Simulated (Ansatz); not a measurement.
ReB$_{2}$:
```cif
data_B4Re2
_chemical_formula_sum 'Re2 B4'
_space_group_name_H-M_alt 'P63/mmc'
_space_group_IT_number 194
_space_group_name_Hall '-P 6c 2c'
_cell_length_a 2.87290
_cell_length_b 2.87290
_cell_length_c 7.41635
_cell_angle_alpha 90.000
_cell_angle_beta 90.000
_cell_angle_gamma 120.000
loop_
_atom_site_label
_atom_site_type_symbol
_atom_site_symmetry_multiplicity
_atom_site_Wyckoff_symbol
_atom_site_fract_x
_atom_site_fract_y
_atom_site_fract_z
_atom_site_occupancy
Re1 Re 2 c 0.33333 0.66667 0.25000 1
B1 B 4 f 0.66667 0.33333 0.04794 1
```

Relaxed at zero pressure with plane-wave PAW LDA (Ansatz code).

Question: The volume is raised by 6 % and shape and atoms relax at that volume. What pressure results, and how do the axes share the change?

Answer: -18.6 GPa; a 2.3 %, b 2.3 %, c 1.3 %; the energy rises by 32 meV/atom.

Question: Give the new structure.

Answer: 
Space group P6₃/mmc (No. 194); a = 2.9385 Å, b = 2.9385 Å, c = 7.5141 Å, α = 90.00°, β = 90.00°, γ = 120.00°

| atom | site | symmetry | x | y | z |
|---|---|---|---|---|---|
| Re | 2c | -6m2 | 0.3333 | 0.6667 | 0.2500 |
| B | 4f | 3m. | 0.6667 | 0.3333 | 0.0482 |

The phase is kept; no other phase was compared at this pressure.

Space group P6_3/mmc. The workflow started from a Materials Project entry (that database holds measured and hypothetical structures alike); the Crystallography Open Database files this formula in space group No. 194, but the cells were not matched. Its standing as an ambient phase is unchecked. The cell was relaxed with LDA under the symmetry of its start; of distortions, only those at the zone centre were tested. No spin polarisation was allowed. Scalar-relativistic: spin–orbit coupling is off unless named, which matters more the heavier the elements.

Potentials: the later of the program's two PAW sets.
